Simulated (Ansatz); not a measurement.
TlBr:
```
CELL_PARAMETERS angstrom
      2.13703    -5.94049     0.00000
      2.13703     5.94049     0.00000
      0.00000     0.00000     4.72798
ATOMIC_POSITIONS crystal
  Tl 0.39412 0.60588 0.75000
  Tl 0.60588 0.39412 0.25000
  Br 0.86150 0.13850 0.25000
  Br 0.13850 0.86150 0.75000
```

x, y and z are the axes in which the lattice vectors are written.

Problem. Give the high-frequency dielectric tensor and the Born effective charge tensors of the independent atoms from DFPT, the program Ansatz at the LDA level (PAW).

Solution. 
ε∞:
```
6.43  0.00  0.00
0.00  6.89  0.00
0.00  0.00  7.45
```
Z* of atom 1 (Tl), rows: field, columns: displacement, in e:
```
2.04  0.00  0.00
0.00  2.16  0.00
0.00  0.00  2.29
```
Z* of atom 3 (Br), rows: field, columns: displacement, in e:
```
-2.04   0.00   0.00
 0.00  -2.16   0.00
 0.00   0.00  -2.29
```

Static charges for comparison (Bader): Tl1 +0.57, Br3 -0.57 e. Born charges measure polarisation by displacement and can exceed these by far.

Space group Cmcm. The workflow started from a Materials Project entry (that database holds measured and hypothetical structures alike); the Crystallography Open Database copy checked does not list it. COD files the formula under space group No. 221, so this cell is another polymorph or a model. Its standing as an ambient phase is unchecked. The cell was relaxed with LDA under the symmetry of its start; its stability against distortions is not shown here. A crystal of weakly bound molecules computed without a dispersion correction: the cell and the soft elastic constants depend strongly on that. Scalar-relativistic: spin–orbit coupling is off unless named, which matters more the heavier the elements.

Potentials: the later of the program's two PAW sets.
